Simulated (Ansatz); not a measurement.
Computed with Ansatz, DFT PBE, scalar-relativistic, plane waves, PAW. All cells share a 420 eV cutoff and Γ-centred k meshes spaced at most about 0.3 Å⁻¹ (about 0.25 or finer for metals, 2π included). No spin polarisation in the final relaxations.

These are static total energies at zero pressure.

Two forms of CuSn₃ were relaxed alike.

A. Space group I4/mmm (No. 139), tetragonal, a = 4.627 Å, c = 8.935 Å. Around Cu lie 12 Sn at 3.22–3.27 Å; Sn on a site of symmetry -4m2 is surrounded by 4 Cu at 3.22 Å and 8 Sn at 3.22–3.27 Å; Sn on a site of symmetry 4/mmm has 8 Sn at 3.22 Å and 4 Cu at 3.27 Å.

B. Space group P6/mmm (No. 191), hexagonal, a = 5.195 Å, c = 4.987 Å. Cu has 2 Sn at 2.49 Å and 6 Sn at 3.00 Å; around Sn on a site of symmetry -6m2 lie 3 Cu at 3.00 Å and 3 Sn at 3.00 Å; Sn on a site of symmetry 6/mmm has 2 Cu at 2.49 Å.

Task: Which form is favoured at zero pressure, and by what margin per atom?

Result: A is lower, by 138 meV/atom. A has the TiAl3 (D0_22) type, space group I4/mmm (No. 139), 23.9 Å³/atom and no gap on its mesh; B has space group P6/mmm (No. 191), 29.1 Å³/atom and no gap. Counting all near atoms (those within 1.25 times the shortest distance at each site; a plus sign parts nearer from farther groups; a slash parts the counts of unlike sites), A has Cu 12, Sn 12 and B has Cu 2+6, Sn 2/6. The denser one is the lower, and pressure would at first widen the difference. Even the lower one lies +0.23 eV/atom against the reference forms of the elements (uncorrected), so neither is stable at this level. Origin: A is a Materials Project cell, relaxed; B was invented.

Cells relaxed within their symmetry can be saddle points.
